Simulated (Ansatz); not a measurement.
The elements of this relaxed trial crystal are hidden behind letters.

```
lattice vectors (Å)
   4.9318    2.8474    3.0197
  -4.9318    2.8474    3.0197
   0.0000   -5.6948    3.0197
fractional positions
X 0.2743 0.2743 0.2743
X 0.7257 0.7257 0.7257
Z 0.0000 0.0000 0.0000
Q 0.5000 0.5000 0.0000
Q 0.0000 0.5000 0.5000
Q 0.5000 0.0000 0.5000
```

Computed with Ansatz, DFT PBE, scalar-relativistic, plane waves, PAW, and for the lanthanide a 4f-in-core norm-conserving potential. Plane waves to 660 eV, a 6×6×6 mesh through Γ for the 6-atom cell and 0.10 eV Gaussian smearing; no spin polarisation.

- Space group: R-3m (No. 166)
- Conventional cell: a = 9.864 Å, c = 9.059 Å
- Volume per atom: 42.41 Å³
- Density: 3.47 g/cm³
- Formation energy: −0.48 eV/atom
- Gap on the 6×6×6 mesh of the 6-atom cell: 0 eV (a metal)

Energies are uncorrected and count from the elements' standard states at the same level.

**Question.** X is a lanthanide, Z is a p-block element of period 2 and Q is a p-block element of period 4. Which elements are they?

**Answer.** X = Pr, Z = B, Q = Br, so the formula is Pr2BBr3. Density times volume gives a mean mass of 3.47 × 42.41/1.6605 = 88.6 u per atom, and this set has 88.7 u. Pr has 1 B at 2.48 Å and 3 Br at 2.90 Å; B is surrounded by 2 Pr at 2.48 Å; Br is surrounded by 2 Pr at 2.90 Å. Other sets within the hints have nearly the same mass, so mass alone doesn't settle it; this one was computed.

A structure relaxed within its symmetry needn't be a true minimum.

The lanthanide is trivalent by construction, without f bands, f moments or other valences. The reference runs of the other elements, and any phases without the lanthanide, used 420 eV, which shifts energies against them by under 10 meV/atom. The lanthanide's reference is the lowest of its hcp, dhcp and fcc cells.
